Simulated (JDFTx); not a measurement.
An input for a modified build of JDFTx (Ti(0001), linear PCM (GLSSA13), water, 0.1 M KF; bohr, hartree) and the course of its log:

```
lattice \
  5.5477258648 2.7738629324 0.0000000000 \
  0.0000000000 4.8044715411 0.0000000000 \
  0.0000000000 0.0000000000 58.5815098634
coords-type Lattice
ion Ti 0.6666666668 0.6666666668 -0.1122788710 0
ion Ti 0.0000000002 0.0000000002 -0.0374262900 0
ion Ti 0.6666666668 0.6666666668 0.0374262900 0
ion Ti 0.0000000002 0.0000000002 0.1122788710 0
ion-species pseudo/ti_pbe_v1.4.upf
elec-cutoff 20 100
elec-ex-corr gga-PBE
coulomb-interaction Slab 001
coulomb-truncation-embed 0 0 0
kpoint-folding 8 8 1
elec-smearing Fermi 0.01
elec-n-bands 34
target-mu -0.153980
electronic-scf nIterations 100 energyDiffThreshold 1e-07
fluid LinearPCM
pcm-variant GLSSA13
fluid-solvent H2O
fluid-cation K+ 0.1
fluid-anion F- 0.1
fluid-minimize nIterations 400 knormThreshold 1e-11
wavefunction read f0.wfns
elec-initial-eigenvals f0.eigenvals
elec-initial-fillings read f0.fillings
fluid-initial-state f0.fluidState
dump-name f0_u1.$VAR
dump End State Ecomponents EigStats BandEigs Forces ElecDensity IonicPositions Fillings Kpoints Dtot FluidDebug BoundCharge FluidDensity
```

```
[one cycle in 5 is shown, and the last three; fluid-solver lines are left out]
	FillingsUpdate:  mu: -0.153980000  nElectrons: 45.875674
SCF: Cycle:  0   G: -223.638927230768019   dG: +2.196e+00   |Residual|: 1.438e-01   |deigs|: 1.367e-08
	FillingsUpdate:  mu: -0.153980000  nElectrons: 47.329155
SCF: Cycle:  5   G: -225.627286991329669   dG: -1.956e-01   |Residual|: 5.388e-02   |deigs|: 2.326e-03
	FillingsUpdate:  mu: -0.153980000  nElectrons: 47.656257
SCF: Cycle: 10   G: -225.784716129167776   dG: -1.154e-01   |Residual|: 2.025e-02   |deigs|: 1.653e-03
	FillingsUpdate:  mu: -0.153980000  nElectrons: 47.540821
SCF: Cycle: 15   G: -225.738473288088755   dG: -3.815e-02   |Residual|: 3.027e-02   |deigs|: 3.241e-04
	FillingsUpdate:  mu: -0.153980000  nElectrons: 47.631053
SCF: Cycle: 20   G: -225.775823055646384   dG: -2.627e-03   |Residual|: 2.251e-02   |deigs|: 5.608e-05
	FillingsUpdate:  mu: -0.153980000  nElectrons: 47.603757
SCF: Cycle: 25   G: -225.769536073631798   dG: +1.299e-02   |Residual|: 2.575e-02   |deigs|: 1.915e-04
	FillingsUpdate:  mu: -0.153980000  nElectrons: 47.809532
SCF: Cycle: 30   G: -225.831398483526470   dG: -2.353e-02   |Residual|: 6.584e-03   |deigs|: 7.145e-04
	FillingsUpdate:  mu: -0.153980000  nElectrons: 46.599252
SCF: Cycle: 35   G: -225.130952436982938   dG: -1.835e+00   |Residual|: 8.662e-02   |deigs|: 6.379e-03
	FillingsUpdate:  mu: -0.153980000  nElectrons: 45.488252
SCF: Cycle: 40   G: -223.438430834715945   dG: +8.632e-01   |Residual|: 1.608e-01   |deigs|: 2.616e-03
	FillingsUpdate:  mu: -0.153980000  nElectrons: 46.726057
SCF: Cycle: 45   G: -225.234073850144881   dG: +3.812e-02   |Residual|: 7.918e-02   |deigs|: 1.605e-04
	FillingsUpdate:  mu: -0.153980000  nElectrons: 46.883600
SCF: Cycle: 50   G: -225.393186632493581   dG: +1.893e-04   |Residual|: 6.753e-02   |deigs|: 1.766e-05
	FillingsUpdate:  mu: -0.153980000  nElectrons: 46.717286
SCF: Cycle: 55   G: -225.183095924658716   dG: +3.682e-01   |Residual|: 8.245e-02   |deigs|: 2.159e-03
	FillingsUpdate:  mu: -0.153980000  nElectrons: 44.475829
SCF: Cycle: 60   G: -220.981922237794919   dG: +4.398e+00   |Residual|: 2.292e-01   |deigs|: 1.322e-02
	FillingsUpdate:  mu: -0.153980000  nElectrons: 43.133280
SCF: Cycle: 65   G: -216.452012163243836   dG: -3.060e+00   |Residual|: 3.169e-01   |deigs|: 4.298e-03
	FillingsUpdate:  mu: -0.153980000  nElectrons: 46.966402
SCF: Cycle: 70   G: -225.447497967274955   dG: -2.321e-01   |Residual|: 6.560e-02   |deigs|: 1.226e-03
	FillingsUpdate:  mu: -0.153980000  nElectrons: 43.358817
SCF: Cycle: 75   G: -217.196819451439666   dG: +4.151e+00   |Residual|: 3.024e-01   |deigs|: 7.386e-03
	FillingsUpdate:  mu: -0.153980000  nElectrons: 47.087090
SCF: Cycle: 80   G: -225.538393107672761   dG: -8.991e+00   |Residual|: 6.094e-02   |deigs|: 2.195e-02
	FillingsUpdate:  mu: -0.153980000  nElectrons: 46.878316
SCF: Cycle: 85   G: -225.351415802587070   dG: +5.270e-02   |Residual|: 6.852e-02   |deigs|: 3.588e-04
	FillingsUpdate:  mu: -0.153980000  nElectrons: 47.052928
SCF: Cycle: 90   G: -225.543581220590227   dG: -1.176e-01   |Residual|: 5.514e-02   |deigs|: 7.308e-04
	FillingsUpdate:  mu: -0.153980000  nElectrons: 46.086910
SCF: Cycle: 95   G: -224.423591514595216   dG: +1.246e+00   |Residual|: 1.228e-01   |deigs|: 6.025e-03
	FillingsUpdate:  mu: -0.153980000  nElectrons: 45.178916
SCF: Cycle: 97   G: -222.069131796723411   dG: +2.205e+00   |Residual|: 1.905e-01   |deigs|: 5.195e-03
	FillingsUpdate:  mu: -0.153980000  nElectrons: 46.977064
SCF: Cycle: 98   G: -225.488131227596284   dG: -3.419e+00   |Residual|: 5.967e-02   |deigs|: 1.048e-02
	FillingsUpdate:  mu: -0.153980000  nElectrons: 45.968000
SCF: Cycle: 99   G: -224.303678378133412   dG: +1.184e+00   |Residual|: 1.270e-01   |deigs|: 5.326e-03
SCF: None of the convergence criteria satisfied after 100 iterations.
IonicMinimize: Iter:   0  G: -224.303678378133412  |grad|_K:  0.000e+00
IonicMinimize: Converged (|grad|_K<1.000000e-04).
```

This run gave no converged result. The electronic loop ended without meeting its threshold, so the last energy, electron count and forces aren't results.
